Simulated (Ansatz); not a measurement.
## MoPd, first-principles data

MoPd:
Space group Cmcm (No. 63); a = 2.6302 Å, b = 10.4584 Å, c = 4.3040 Å, α = 90.00°, β = 90.00°, γ = 90.00°

| atom | site | symmetry | x | y | z |
|---|---|---|---|---|---|
| Mo | 4c | m2m | 0.0000 | 0.3269 | 0.2500 |
| Pd | 4c | m2m | 0.0000 | 0.0694 | 0.2500 |
(The calculation used a cell of 4 atoms; values per cell refer to that cell.)

Space group Cmcm (No. 63); conventional cell a = 2.630 Å, b = 10.458 Å, c = 4.304 Å, α = 90.00°, β = 90.00°, γ = 90.00°.

Method: PBEsol (plane waves, PAW; program Ansatz). Structure relaxed to zero pressure with the same functional. Other levels are named where they apply.

### Cell and energy

- Volume per atom = 14.80 Å³
- Density = 11.35 g/cm³
- Formation energy from the elements (no fitted shifts) = 0.013 eV/atom

### Electronic structure

- Electronic character: metallic (no gap)
- Density of states at the Fermi level: 0.78 states/eV per atom (mean over ±0.08 eV)

The start of the workflow was typed in or built on a structure type; neither database checked (COD, Materials Project) lists it. Its standing as an ambient phase is unchecked. Symmetry was held in the PBEsol relaxation; its stability against distortions is not shown here. No spin polarisation was allowed. Axis ratios of metals converge slowly with the k-mesh, so a and c are less sure than the volume. The references are the lowest solids computed at this level, not always the standard phases. Scalar-relativistic: spin–orbit coupling is off unless named, which matters more the heavier the elements.

Potentials: the earlier of the program's two PAW sets. The files were generated under PBE; for other functionals the program regenerates the frozen cores, and for LDA and PBEsol the local potential too.
